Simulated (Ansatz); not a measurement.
Here is the system:

C:
Space group P6/mmm (No. 191); a = b = 2.453 Å, c = 3.585 Å, α = β = 90.00°, γ = 120.00°

```
atom  site  symmetry       x       y       z
----  ----  --------  ------  ------  ------
C       2c      -6m2  0.3333  0.6667  0.0000
```

This is the r²SCAN+D4-relaxed structure.

**Question.** All from r²SCAN+D4 (plane waves, PAW; program Ansatz), unless another level is named. Predict the highest zone-centre frequency.

**Answer.** 47.86 THz.

**Question.** What about the bulk modulus (Birch–Murnaghan fit)?

**Answer.** 29.4 GPa.

The workflow started from a Materials Project entry (that database holds measured and hypothetical structures alike); the Crystallography Open Database copy checked does not list it. It is not the phase usual at ambient conditions (space group No. 194, 227). The r²SCAN+D4 relaxation kept the symmetry of its start. At this level the phase is mechanically unstable. As this level gives no gap, phonon frequencies hold no LO–TO term and depend on the k-mesh and smearing (Fermi–Dirac, 0.1 eV here).

Potentials: the later of the program's two PAW sets.
